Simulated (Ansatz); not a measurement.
## Density of states of TiPt3

```cif
data_structure
_symmetry_space_group_name_H-M 'Pm-3m'
_symmetry_Int_Tables_number 221
_cell_length_a 3.8970
_cell_length_b 3.8970
_cell_length_c 3.8970
_cell_angle_alpha 90.000
_cell_angle_beta 90.000
_cell_angle_gamma 90.000
_cell_volume 59.18
loop_
_atom_site_label
_atom_site_type_symbol
_atom_site_symmetry_multiplicity
_atom_site_Wyckoff_symbol
_atom_site_fract_x
_atom_site_fract_y
_atom_site_fract_z
_atom_site_occupancy
Ti1 Ti 1 a 0.00000 0.00000 0.00000 1
Pt1 Pt 3 c 0.00000 0.50000 0.50000 1
```

The runs use the primitive cell with vectors (3.897, 0.000, 0.000), (0.000, 3.897, 0.000), (0.000, 0.000, 3.897) Å, to which the k mesh refers.

The structure is cubic, space group Pm-3m (No. 221). The conventional cell has a = 3.897 Å, b = 3.897 Å, c = 3.897 Å, α = 90.00°, β = 90.00°, γ = 90.00°. Ti (site symmetry m-3m) is surrounded by 12 Pt at 2.76 Å. Pt (site symmetry 4/mmm) is surrounded by 4 Ti at 2.76 Å and 8 Pt at 2.76 Å.

The cell comes from COD entry 1539263, which wasn't checked; take it as a given geometry. It is an old determination, and later ones may differ.

Spin–orbit coupling is left out, though it moves levels of the heavy atoms by tenths of an eV or more.

Level of theory: DFT, PBE, all-electron LAPW, scalar-relativistic (Ansatz 0.2.0).

Sampling and basis: a Γ-centred 9×9×9 k mesh, Fermi–Dirac smearing of 0.05 eV, basis error target 0.5 meV/atom, no spin polarisation.

States per eV and cell, averaged over 0.6 eV, from -10.6 to 6.6 eV, with energies (bin centres) from the Fermi level; empty bins are left out. The partial columns, the largest 5 alone, are projections on Löwdin-orthogonalised atomic shells (those that the program's projection atoms carry: the occupied ones and, for some elements, an empty d or f shell; other empty shells have no column), summed over atoms of an element. Weights on diffuse s and p shells depend on that basis and aren't pure angular character.

```json
{"E (eV)": "-10.4", "total": "0.00", "Pt 5d": "0.00", "Ti 3d": "0.00", "Pt 6s": "0.00", "Ti 4s": "0.00", "Pt 5p": "0.00"}
{"E (eV)": "-9.8", "total": "0.17", "Pt 5d": "0.00", "Ti 3d": "0.00", "Pt 6s": "0.11", "Ti 4s": "0.04", "Pt 5p": "0.00"}
{"E (eV)": "-9.2", "total": "0.31", "Pt 5d": "0.01", "Ti 3d": "0.00", "Pt 6s": "0.22", "Ti 4s": "0.06", "Pt 5p": "0.00"}
{"E (eV)": "-8.6", "total": "0.50", "Pt 5d": "0.04", "Ti 3d": "0.00", "Pt 6s": "0.35", "Ti 4s": "0.07", "Pt 5p": "0.00"}
{"E (eV)": "-8.0", "total": "0.89", "Pt 5d": "0.17", "Ti 3d": "0.02", "Pt 6s": "0.60", "Ti 4s": "0.07", "Pt 5p": "0.01"}
{"E (eV)": "-7.4", "total": "1.57", "Pt 5d": "0.74", "Ti 3d": "0.09", "Pt 6s": "0.66", "Ti 4s": "0.05", "Pt 5p": "0.01"}
{"E (eV)": "-6.8", "total": "3.99", "Pt 5d": "2.70", "Ti 3d": "0.31", "Pt 6s": "0.72", "Ti 4s": "0.23", "Pt 5p": "0.01"}
{"E (eV)": "-6.2", "total": "6.56", "Pt 5d": "5.43", "Ti 3d": "0.39", "Pt 6s": "0.50", "Ti 4s": "0.18", "Pt 5p": "0.02"}
{"E (eV)": "-5.6", "total": "4.52", "Pt 5d": "3.99", "Ti 3d": "0.26", "Pt 6s": "0.15", "Ti 4s": "0.06", "Pt 5p": "0.01"}
{"E (eV)": "-5.0", "total": "4.43", "Pt 5d": "3.98", "Ti 3d": "0.21", "Pt 6s": "0.13", "Ti 4s": "0.04", "Pt 5p": "0.01"}
{"E (eV)": "-4.4", "total": "6.13", "Pt 5d": "5.31", "Ti 3d": "0.36", "Pt 6s": "0.28", "Ti 4s": "0.06", "Pt 5p": "0.01"}
{"E (eV)": "-3.8", "total": "5.12", "Pt 5d": "4.32", "Ti 3d": "0.36", "Pt 6s": "0.28", "Ti 4s": "0.04", "Pt 5p": "0.01"}
{"E (eV)": "-3.2", "total": "6.18", "Pt 5d": "5.12", "Ti 3d": "0.68", "Pt 6s": "0.24", "Ti 4s": "0.03", "Pt 5p": "0.01"}
{"E (eV)": "-2.6", "total": "6.24", "Pt 5d": "5.33", "Ti 3d": "0.54", "Pt 6s": "0.17", "Ti 4s": "0.03", "Pt 5p": "0.01"}
{"E (eV)": "-2.0", "total": "4.09", "Pt 5d": "2.99", "Ti 3d": "0.57", "Pt 6s": "0.15", "Ti 4s": "0.20", "Pt 5p": "0.01"}
{"E (eV)": "-1.4", "total": "2.78", "Pt 5d": "1.79", "Ti 3d": "0.51", "Pt 6s": "0.11", "Ti 4s": "0.21", "Pt 5p": "0.01"}
{"E (eV)": "-0.8", "total": "2.32", "Pt 5d": "1.98", "Ti 3d": "0.19", "Pt 6s": "0.05", "Ti 4s": "0.04", "Pt 5p": "0.00"}
{"E (eV)": "-0.2", "total": "1.01", "Pt 5d": "0.72", "Ti 3d": "0.23", "Pt 6s": "0.02", "Ti 4s": "0.01", "Pt 5p": "0.00"}
{"E (eV)": "0.4", "total": "7.02", "Pt 5d": "1.60", "Ti 3d": "4.96", "Pt 6s": "0.18", "Ti 4s": "0.03", "Pt 5p": "0.01"}
{"E (eV)": "1.0", "total": "5.86", "Pt 5d": "1.80", "Ti 3d": "3.52", "Pt 6s": "0.37", "Ti 4s": "0.03", "Pt 5p": "0.00"}
{"E (eV)": "1.6", "total": "3.00", "Pt 5d": "0.76", "Ti 3d": "1.54", "Pt 6s": "0.46", "Ti 4s": "0.05", "Pt 5p": "0.00"}
{"E (eV)": "2.2", "total": "0.84", "Pt 5d": "0.15", "Ti 3d": "0.37", "Pt 6s": "0.15", "Ti 4s": "0.01", "Pt 5p": "0.00"}
{"E (eV)": "2.8", "total": "0.83", "Pt 5d": "0.10", "Ti 3d": "0.30", "Pt 6s": "0.13", "Ti 4s": "0.05", "Pt 5p": "0.00"}
{"E (eV)": "3.4", "total": "1.59", "Pt 5d": "0.17", "Ti 3d": "0.45", "Pt 6s": "0.38", "Ti 4s": "0.17", "Pt 5p": "0.00"}
{"E (eV)": "4.0", "total": "1.28", "Pt 5d": "0.11", "Ti 3d": "0.22", "Pt 6s": "0.33", "Ti 4s": "0.14", "Pt 5p": "0.00"}
{"E (eV)": "4.6", "total": "1.02", "Pt 5d": "0.07", "Ti 3d": "0.11", "Pt 6s": "0.28", "Ti 4s": "0.11", "Pt 5p": "0.00"}
{"E (eV)": "5.2", "total": "0.85", "Pt 5d": "0.05", "Ti 3d": "0.06", "Pt 6s": "0.25", "Ti 4s": "0.10", "Pt 5p": "0.00"}
{"E (eV)": "5.8", "total": "1.27", "Pt 5d": "0.07", "Ti 3d": "0.08", "Pt 6s": "0.52", "Ti 4s": "0.09", "Pt 5p": "0.00"}
{"E (eV)": "6.4", "total": "1.09", "Pt 5d": "0.05", "Ti 3d": "0.05", "Pt 6s": "0.36", "Ti 4s": "0.08", "Pt 5p": "0.00"}
```

Question: Which of the resolved shells contributes most within 0.3 eV of the Fermi level?

Answer: Ti 3d, with 62 % of all states there; Pt 5d follows with 31 %.

Question: Where is the centre of the filled Pt 5d states between -14 eV and the top of the filled states?

Answer: -4.09 eV from the Fermi level.
